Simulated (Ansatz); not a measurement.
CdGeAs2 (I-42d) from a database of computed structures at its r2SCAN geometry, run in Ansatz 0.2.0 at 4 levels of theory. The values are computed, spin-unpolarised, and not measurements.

The LDA input:
```yaml
crystal:
  lattice:
    - [-2.990104565, 2.990104565, 5.6519089798]
    - [2.990104565, -2.990104565, 5.6519089798]
    - [2.990104565, 2.990104565, -5.6519089798]
  atoms:
    - { symbol: Cd, position: [0.25, 0.75, 0.5] }
    - { symbol: Cd, position: [0.5, 0.5, 0.0] }
    - { symbol: Ge, position: [0.0, 0.0, 0.0] }
    - { symbol: Ge, position: [0.75, 0.25, 0.5] }
    - { symbol: As, position: [0.875, 0.3463376714, 0.9713376714] }
    - { symbol: As, position: [0.6536623286, 0.625, 0.5286623286] }
    - { symbol: As, position: [0.375, 0.9036623286, 0.0286623286] }
    - { symbol: As, position: [0.0963376714, 0.125, 0.4713376714] }
kpoints:
  mp_grid: { grid: [6, 6, 6] }
  band_path:
    path:
      - [0.0, 0.0, 0.0]
      - [0.0, 0.0, 0.5]
      - [0.25, 0.25, 0.25]
      - [0.0, 0.5, 0.0]
      - [0.5, 0.5, -0.5]
      - [0.3199717027, 0.6800282973, -0.3199717027]
      - [-0.3199717027, 0.3199717027, 0.3199717027]
      - [-0.1399434054, 0.1399434054, 0.5]
      - [0.5, 0.5, -0.1399434054]
      - [-0.0319971703, 0.0319971703, 0.0319971703]
    npoints: 1
hamiltonian:
  xc: lda
scf:
  occupations: { method: fermi_dirac, width: 0.02 }
  n_extra_bands: 6
output:
  forces: true
  stress: true
  eigenvalues: true
  write_density: true
  write_potential: true
  elf: true
  volumetric_format: npy
```

Main results, then, where recorded, the levels near the gap in eV from the Fermi energy (columns number the bands from 0), one row a point of the path (Γ, X, P, N, M, S, S₀, R, G, S₀–Γ (0.90)):
```
Crystal: 8 atoms, lattice volume = 202.129 Å³
Symmetry: 8 space group operations
Space group: I-42d (ITA 122)
```
```
Basis set: ecut = 420 eV, 3927 PW (Γ)
k-points: 30 of 216 (time reversal used)
SCF converged after 7 iterations
Free energy (F): -43762.235207 eV
Internal energy: -43762.235161 eV  (E = F + TS)
E sigma→0 (E₀):  -43762.235184 eV
Entropy (-TS):   -0.000046 eV (-0.006 meV/atom)
Fermi energy:    8.216841 eV
--- Forces (eV/Å), atoms counted from 1 ---
  atom   1  Cd      0.00000      0.00000      0.00000
  atom   2  Cd      0.00000      0.00000      0.00000
  atom   3  Ge      0.00000      0.00000      0.00000
  atom   4  Ge      0.00000      0.00000      0.00000
  atom   5  As      0.21413      0.00000      0.00000
  atom   6  As      0.00000    -0.21413      0.00000
  atom   7  As    -0.21413      0.00000      0.00000
  atom   8  As      0.00000      0.21413      0.00000
--- Stress (GPa, compression-positive) ---
       -2.621686       0.000000       0.000000
        0.000000      -2.621686       0.000000
        0.000000       0.000000      -2.259729
  P = ⅓ Tr σ = -2.5010 GPa (-25.010 kbar)
```
```tsv
band_60	band_61	band_62	band_63	band_64	band_65	band_66
-2.150	-0.423	-0.153	-0.153	0.077	1.223	1.616
-1.102	-1.102	-0.593	-0.593	0.541	0.541	2.326
-1.034	-1.034	-1.001	-1.001	1.305	1.305	1.872
-2.132	-1.548	-1.260	-0.681	1.697	1.936	2.586
-1.868	-1.868	-1.005	-1.005	1.309	1.309	1.542
-2.069	-1.777	-1.020	-0.504	1.340	1.872	2.007
-2.069	-1.777	-1.020	-0.504	1.340	1.872	2.007
-1.200	-1.200	-0.931	-0.931	0.967	0.967	2.801
-1.200	-1.200	-0.931	-0.931	0.967	0.967	2.801
-2.134	-0.786	-0.194	0.030	0.207	1.284	1.682
```

LDA gives an indirect gap of 0.05 eV, from S₀–Γ (0.90 of the way from S₀) to Γ; the least direct gap is 0.18 eV at S₀–Γ (0.90 of the way from S₀). (This is within a few times the smearing of 0.02 eV, so the filling near the edges can be smeared.)

Problem. In the first input these blocks are replaced (the band path and keys that only write files left aside):
```yaml
hamiltonian:
  xc: r2scan
```
What comes out?

Solution.
```
Basis set: ecut = 500 eV, 5133 PW (Γ)
k-points: 30 of 216 (time reversal used)
SCF converged after 8 iterations
Free energy (F): -44601.701498 eV
Internal energy: -44601.701405 eV  (E = F + TS)
E sigma→0 (E₀):  -44601.701452 eV
Entropy (-TS):   -0.000094 eV (-0.012 meV/atom)
Fermi energy:    8.436193 eV
--- Forces (eV/Å), atoms counted from 1 ---
  atom   1  Cd      0.00000      0.00000      0.00000
  atom   2  Cd      0.00000      0.00000      0.00000
  atom   3  Ge      0.00000      0.00000      0.00000
  atom   4  Ge      0.00000      0.00000      0.00000
  atom   5  As    -0.00165      0.00000      0.00000
  atom   6  As      0.00000      0.00165      0.00000
  atom   7  As      0.00165      0.00000      0.00000
  atom   8  As      0.00000    -0.00165      0.00000
--- Stress (GPa, compression-positive) ---
       -0.009786       0.000000       0.000000
        0.000000      -0.009786       0.000000
        0.000000       0.000000      -0.030550
  P = ⅓ Tr σ = -0.0167 GPa (-0.167 kbar)
```
```tsv
band_60	band_61	band_62	band_63	band_64	band_65	band_66
-2.325	-0.283	-0.283	-0.052	0.052	1.458	1.874
-1.246	-1.246	-0.735	-0.735	0.840	0.840	2.659
-1.177	-1.177	-1.121	-1.121	1.507	1.507	2.255
-2.265	-1.693	-1.395	-0.804	1.910	2.162	2.823
-2.044	-2.044	-1.154	-1.154	1.514	1.514	1.792
-2.243	-1.926	-1.159	-0.636	1.526	2.130	2.278
-2.243	-1.926	-1.159	-0.636	1.526	2.130	2.278
-1.341	-1.341	-1.034	-1.034	1.226	1.226	3.111
-1.341	-1.341	-1.034	-1.034	1.226	1.226	3.111
-2.307	-0.650	-0.324	-0.097	0.413	1.519	1.940
```
The r2SCAN gap is direct at Γ: 0.10 eV. The mean stress is close to zero (-0.02 GPa).

Problem. Another run on the same cell gave
```
Basis set: ecut = 420 eV, 3927 PW (Γ)
k-points: 13 of 64 (time reversal used)
hybrid outer 1: dexx = +5.038e-2 eV, tail = 3.69e-4 eV
hybrid outer 2: dexx = +5.997e-6 eV, tail = 1.61e-7 eV, Δε = 3.00e-3 eV, ΔF = 6.77e-3 eV/Å
hybrid outer 3: dexx = +2.328e-9 eV, tail = 1.33e-9 eV, Δε = 1.68e-4 eV, ΔF = 1.17e-4 eV/Å
hybrid SCF converged: 3 outer / 16 inner (+5 warm-up)
Free energy (F): -44538.108927 eV
Fermi energy:    8.451330 eV
--- Forces (eV/Å), atoms counted from 1 ---
  atom   1  Cd      0.00000      0.00000      0.00000
  atom   2  Cd      0.00000      0.00000      0.00000
  atom   3  Ge      0.00000      0.00000      0.00000
  atom   4  Ge      0.00000      0.00000      0.00000
  atom   5  As    -0.04038      0.00000      0.00000
  atom   6  As      0.00000      0.04038      0.00000
  atom   7  As      0.04038      0.00000      0.00000
  atom   8  As      0.00000    -0.04038      0.00000
--- Stress (GPa, compression-positive) ---
        0.099068       0.000000       0.000000
        0.000000       0.099068       0.000000
        0.000000       0.000000       0.120568
  P = ⅓ Tr σ = 0.1062 GPa (1.062 kbar)
```
```tsv
band_60	band_61	band_62	band_63	band_64	band_65	band_66
-2.636	-0.462	-0.462	-0.224	0.224	1.589	2.083
-1.484	-1.484	-0.961	-0.961	1.030	1.030	2.920
-1.413	-1.413	-1.360	-1.360	1.723	1.723	2.474
-2.518	-1.960	-1.628	-1.032	2.192	2.424	3.083
-2.302	-2.302	-1.414	-1.414	1.716	1.716	1.924
-2.525	-2.215	-1.377	-0.861	1.726	2.420	2.497
-2.525	-2.215	-1.377	-0.861	1.726	2.420	2.497
-1.580	-1.580	-1.264	-1.264	1.429	1.429	3.386
-1.580	-1.580	-1.264	-1.264	1.429	1.429	3.386
-2.615	-0.775	-0.504	-0.270	0.531	1.652	2.152
```
Which level of theory and mesh gave it?

Solution. It is HSE06, judged by the exchange loop and the size of the gap (a near hybrid could fit too), on 4×4×4; the blocks that differ from the first input, but for the band path:
```yaml
kpoints:
  mp_grid: { grid: [4, 4, 4] }
hamiltonian:
  xc: hse06
```
With HSE06 the gap is 0.45 eV and direct, at Γ. The mean stress, +0.1 GPa, is small, and the program warns that its thresholds are loose for a hybrid's stress.

Problem. In the first input these blocks are replaced (the band path and keys that only write files left aside):
```yaml
kpoints:
  mp_grid: { grid: [4, 4, 4] }
hamiltonian:
  xc: pbe0
scf:
  occupations: { method: fixed }
  n_extra_bands: 6
```
What comes out?

Solution.
```
Basis set: ecut = 420 eV, 3927 PW (Γ)
k-points: 13 of 64 (time reversal used)
Exchange kernel: α = 0.2500, full range, Wigner–Seitz truncation, v(0) = 19061.6666 eV·Å³, q-mesh 4×4×4
hybrid outer 1: dexx = +8.703e-2 eV, tail = 4.59e-4 eV
hybrid outer 2: dexx = +7.011e-6 eV, tail = 2.28e-7 eV, Δε = 4.88e-3 eV, ΔF = 4.61e-3 eV/Å
hybrid outer 3: dexx = +5.452e-9 eV, tail = 6.35e-10 eV, Δε = 1.93e-4 eV, ΔF = 2.00e-4 eV/Å
hybrid SCF converged: 3 outer / 17 inner (+5 warm-up)
Free energy (F): -44536.629458 eV
Fermi energy:    7.923282 eV
--- Forces (eV/Å), atoms counted from 1 ---
  atom   1  Cd      0.00000      0.00000      0.00000
  atom   2  Cd      0.00000      0.00000      0.00000
  atom   3  Ge      0.00000      0.00000      0.00000
  atom   4  Ge      0.00000      0.00000      0.00000
  atom   5  As    -0.04739      0.00000      0.00000
  atom   6  As      0.00000      0.04739      0.00000
  atom   7  As      0.04739      0.00000      0.00000
  atom   8  As      0.00000    -0.04739      0.00000
--- Stress (GPa, compression-positive) ---
       -0.100411       0.000000       0.000000
        0.000000      -0.100411       0.000000
        0.000000       0.000000      -0.071365
  P = ⅓ Tr σ = -0.0907 GPa (-0.907 kbar)
```
```tsv
band_60	band_61	band_62	band_63	band_64	band_65	band_66
-2.483	-0.242	-0.242	0.000	0.989	2.431	2.939
-1.299	-1.299	-0.771	-0.771	1.849	1.849	3.782
-1.231	-1.231	-1.176	-1.176	2.562	2.562	3.322
-2.353	-1.797	-1.448	-0.853	3.052	3.292	3.956
-2.135	-2.135	-1.238	-1.238	2.567	2.567	2.768
-2.362	-2.063	-1.190	-0.667	2.573	3.285	3.355
-2.362	-2.063	-1.190	-0.667	2.573	3.285	3.355
-1.391	-1.391	-1.071	-1.071	2.243	2.243	4.261
-1.391	-1.391	-1.071	-1.071	2.243	2.243	4.261
-2.462	-0.516	-0.285	-0.049	1.260	2.496	3.010
```
With PBE0 the gap is 0.99 eV and direct, at Γ. The mean stress, -0.1 GPa, is small, and the program warns that its thresholds are loose for a hybrid's stress.

The hybrids run on coarser meshes, which limits their stresses and small splittings of levels.

Totals of different functionals can't be compared.

Spin-orbit coupling is left out.
